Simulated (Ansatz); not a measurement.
## NaYB₄H₁₆ — ¹¹B NMR of the central transition

Cell: a Materials Project structure (computed, not necessarily an observed phase), atoms as given.

Space group Cmcm (No. 63); a = 8.6690, b = 12.3663, c = 9.2627 Å.

```
site  Wyckoff  site symmetry       x       y       z
  Na       4a          2/m..  0.0000  0.0000  0.5000
   Y       4c            m2m  0.5000  0.1456  0.2500
  B5       8f            m..  0.5000  0.2602  0.0319
  B9       8g            ..m  0.2591  0.0359  0.2500
 H13       8f            m..  0.5000  0.3149  0.9249
 H17       8f            m..  0.5000  0.1631  0.9988
 H21      16h              1  0.3843  0.2758  0.1083
 H29       8g            ..m  0.1413  0.9836  0.2500
 H33       8g            ..m  0.2327  0.1338  0.2500
 H37      16h              1  0.3383  0.0147  0.1422
```

One atom of each set is listed; the run and its k-mesh use a cell of 44 atoms with edges of 7.55, 7.55, 9.26 Å.

Method: Kohn–Sham DFT in Ansatz, PBE, plane waves and PAW, scalar-relativistic, 420 eV cutoff, Γ-centred 4×4×3 k-points, Fermi–Dirac smearing 0.02 eV.

¹¹B has I = 3/2 and Q = 40.59 mb (Pyykkö 2018); at 7.05 T its Larmor frequency is ν₀ = 96.3 MHz. Only the quadrupole interaction is simulated: positions count from each site's isotropic chemical shift, and J coupling is left out, as are shift anisotropy and dipolar coupling, which fast spinning averages.

Question: What does the ¹¹B spectrum (fast magic-angle spinning) show for each site?

Answer: 

| site | first shell | C_Q (MHz) | η | P_Q (MHz) | δ_QIS (ppm) | breadth (kHz) |
| --- | --- | --- | --- | --- | --- | --- |
| B5 | 4 H at 1.20–1.24 Å | -0.659 | 0.11 | 0.660 | -1.17 | 0.250 |
| B9 | 4 H at 1.21–1.24 Å | -0.411 | 0.25 | 0.415 | -0.463 | 0.102 |

δ_QIS = −(ν_Q²/30ν₀²)[I(I+1) − 3/4](1 + η²/3) × 10⁶ ppm with ν_Q = 3|C_Q|/[2I(2I−1)]; it falls as 1/B₀² in ppm, and the breadth as 1/B₀ in kHz.
